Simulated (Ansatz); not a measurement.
ReC (rock salt, Fm-3m), PBE in the plane-wave PAW code Ansatz, all energies at zero smearing, with the estimated change up to a 700 eV cutoff added, with one set of potentials and settings (totals compare only within such a set). Cell of 2 atoms (1 C, 1 Re): -11117.191 eV.

| element | reference phase | E (eV/atom) |
|---|---|---|
| C | P6_3/mmc, 4 atoms in the cell | -250.9479 |
| Re | P6_3/mmc, 2 atoms in the cell | -10868.0812 |

Formation energy per atom, worked out: (-11117.191 − 1×(-250.9479) − 1×(-10868.0812))/2 = 0.919 eV/atom (89 kJ per mol of atoms), at 0 K, without zero-point energy or fitted corrections.

The start of the workflow was typed in or built on a structure type; neither database checked (COD, Materials Project) lists it. Its standing as an ambient phase is unchecked. The PBE relaxation kept the symmetry of its start; its stability against distortions is not shown here. No spin polarisation was allowed. Its formation energy is positive at this level, so the cell may be metastable or incomplete. The references are the lowest solids computed at this level, not always the standard phases. Scalar-relativistic: spin–orbit coupling is off unless named, which matters more the heavier the elements.

Potentials: the later of the program's two PAW sets.
